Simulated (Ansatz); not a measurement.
MgIn₂O₄:
```
CELL_PARAMETERS angstrom
     -3.11972     3.17996     4.42572
      3.11972    -3.17996     4.42572
      3.11972     3.17996    -4.42572
ATOMIC_POSITIONS crystal
  Mg 0.50000 0.50000 0.50000
  Mg 0.50000 0.00000 0.00000
  In 0.88171 0.13171 0.75000
  In 0.11829 0.86829 0.25000
  In 0.00000 0.50000 0.50000
  In 0.50000 0.50000 0.00000
  O  0.26744 0.74278 0.52466
  O  0.73256 0.25722 0.47534
  O  0.71812 0.74278 0.97534
  O  0.28188 0.25722 0.02466
  O  0.26192 0.27569 0.51377
  O  0.73808 0.72431 0.48623
  O  0.26192 0.74815 0.98623
  O  0.73808 0.25185 0.01377
```

The program Ansatz at the PBEsol level (PAW) gives a gap of 1.39 eV without spin–orbit coupling, maximum at Γ, minimum at Γ.

### Question
What happens when spin–orbit coupling is switched on?

### Answer
The gap hardly moves, to 1.39 eV; maximum at Γ, minimum at Γ.

### Question
Give the electron effective mass with spin–orbit coupling.

### Answer
0.20 mₑ (isotropic).

### Question
Give the hole effective mass with spin–orbit coupling.

### Answer
2.1 along y (mₑ).

Space group Imma. The first step of the workflow began from a Materials Project structure, measured or hypothetical; the Crystallography Open Database copy checked does not list it. With Mg and In taken as one species the cell has the higher symmetry Fd-3m, so it may be an ordered model of a mixed-site phase. Its standing as an ambient phase is unchecked. Symmetry was held in the PBEsol relaxation; its stability against distortions is not shown here.

Potentials: the later of the program's two PAW sets.
